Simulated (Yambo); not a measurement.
```xyz
6
Lattice="3.8223 0.0000 0.0000 0.0000 3.8223 0.0000 0.0000 0.0000 7.7737" Properties=species:S:1:pos:R:3 pbc="T T T"
H      1.9111     1.9111     0.0000
H      0.0000     0.0000     0.0000
Ca     0.0000     1.9111     1.2710
Ca     1.9111     0.0000     6.5027
Br     0.0000     1.9111     5.1984
Br     1.9111     0.0000     2.5752
```

Response from Yambo on PBEsol (Quantum ESPRESSO, PseudoDojo norm-conserving, 72 Ry, scalar-relativistic) bands: 6×6×4 mesh, 89 bands, 3 Ry local-field block, 0.2 eV broadening.

Question: Give the static electronic dielectric constant without and with local fields along each axis.

Answer: 
| field along | ε(0), independent particles | ε(0), RPA with local fields | refractive index √ε |
|---|---|---|---|
| x | 4.52 | 4.02 | 2.01 |
| z | 4.52 | 3.96 | 1.99 |
Electronic (clamped-ion) response only. PBEsol gaps are usually too small, which raises these values. Convergence of the RPA response with its 6×6×4 mesh was not tested. x, y and z are Cartesian axes of the cell as given.

Spin-orbit coupling is not included.

Geometry relaxed with PBE+D3(BJ).
